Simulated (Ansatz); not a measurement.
Re:
```xyz
4
Lattice="2.7512 0.0000 0.0000 -1.3756 2.3826 0.0000 0.0000 0.0000 8.8752" Properties=species:S:1:pos:R:3 pbc="T T T"
Re     0.0000     0.0000     0.0000
Re     0.0000     0.0000     4.4376
Re     0.0000     1.5884     2.2188
Re     1.3756     0.7942     6.6564
```

Relaxed with PBEsol. Special points in fractions of this cell's reciprocal vectors: Γ (0.000, 0.000, 0.000); M (0.500, 0.000, 0.000); K (0.333, 0.333, 0.000); A (0.000, 0.000, 0.500); L (0.500, 0.000, 0.500); H (0.333, 0.333, 0.500).

Q: List the band energies nearest the Fermi level at these points for PBEsol in the plane-wave PAW code Ansatz.

A: In eV from the Fermi level; about four levels below and three above (degenerate sets whole), none deeper than 8.9 eV; points with the same levels are listed once.

```tsv
k	below	above
Γ	-1.27 -1.27 -1.14 -1.14	0.55 0.64 0.64
M	-2.82 -2.12 -2.10 -0.82	0.30 0.30 1.17
K	-2.25 -2.25 -2.22 -0.07 -0.07	1.67 1.67 3.04
A	-1.49 -1.49 -1.49 -1.49 -1.10 -1.10	1.19 1.19 1.19 1.19
L	-1.47 -1.47 -0.66 -0.66	0.30 0.30 2.76 2.76
H	-2.26 -2.26 -0.04 -0.04	1.08 1.08 3.27 3.27
```

Space group P6_3/mmc (dhcp (α-La type)). The first step of the workflow began from a Materials Project structure, measured or hypothetical. Its sites differ from those of the usual phase in this space group: another stacking or structure type. Symmetry was held in the PBEsol relaxation; its stability against distortions is not shown here. The run is not spin-polarised. Spin–orbit coupling is left out wherever it is not named.

Potentials: the earlier of the program's two PAW sets. The files were generated under PBE; for other functionals the program regenerates the frozen cores, and for LDA and PBEsol the local potential too.
